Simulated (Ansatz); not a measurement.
BN: calculated against measured nuclear parameters

**What was measured.**

“First-principles theory of extending the spin qubit coherence time in hexagonal boron nitride”, 2022, arXiv:2202.04346 quotes: |C_Q| of ¹⁰B 6.1 MHz; |C_Q| of B-11 2.9 MHz; |C_Q| of ¹⁴N about 0.2 MHz. On the |C_Q| of ¹⁰B: quoted in a theory paper, not measured there. On the |C_Q| of B-11: quoted in a theory paper, not measured there. On the |C_Q| of ¹⁴N: quoted in a theory paper, not measured there, to one digit only, so it can be off by a third.

Cell of run 1: a computed structure from the Materials Project (it need not be an observed phase).

```
B N
1.0
     2.50164    0.00000    0.00000
    -1.25082    2.16648    0.00000
     0.00000    0.00000    7.36932
B N
2 2
Direct
  0.66667 0.33333 0.75000
  0.33333 0.66667 0.25000
  0.00000 0.00000 0.75000
  0.00000 0.00000 0.25000
```

Atom numbers follow the list; atoms alike are taken as one site, whose name carries the number of the first.

All runs are DFT with Ansatz 0.2.0 (plane waves and PAW, scalar-relativistic unless spin–orbit coupling is named, Γ-centred meshes, Fermi–Dirac smearing) in this cell.

Run 1: PBE, atoms as given; 420 eV, 14×14×4 k-points, smearing 0.02 eV.
Run 2: r2SCAN, at the relaxed atoms; 500 eV, 14×14×4 k-points, smearing 0.02 eV.
Run 3: LDA, at the relaxed atoms; 420 eV, 14×14×4 k-points, smearing 0.02 eV.

Relaxed positions (PBE, cell held):

```
CELL_PARAMETERS angstrom
2.50164 0.00000 0.00000
-1.25082 2.16648 0.00000
0.00000 0.00000 7.36932
ATOMIC_POSITIONS crystal
B 0.66667 0.33333 0.75000
B 0.33333 0.66667 0.25000
N 0.00000 0.00000 0.75000
N 0.00000 0.00000 0.25000
```

¹⁰B: I = 3, Q = 84.59 mb; B-11: I = 3/2, Q = 40.59 mb; ¹⁴N: I = 1, Q = 20.44 mb (Pyykkö 2018). C_Q = eQV_zz/h.

Question: How well do the runs reproduce the measured values?

Answer: 

```csv
quantity,unit,measured,run 1,run 2,run 3
|C_Q| of ¹⁰B,MHz,6.1,5.71,5.98,5.77
|C_Q| of B-11,MHz,2.9,2.74,2.87,2.77
|C_Q| of ¹⁴N,MHz,0.2,0.113,0.129,0.077
```

The runs' values of the |C_Q| of ¹⁰B lie within 4 % of one another and miss by -2 % to -6 %. The runs' values of the |C_Q| of B-11 lie within 4 % of one another and miss by -1 % to -5 %. For the |C_Q| of ¹⁴N, the closest is run 2 (-36 %), the farthest run 3 (-62 %).

The cell is a computed one and can differ from the measured cell by some per cent in volume. The runs hold the atoms at rest, while the measurements include thermal motion.
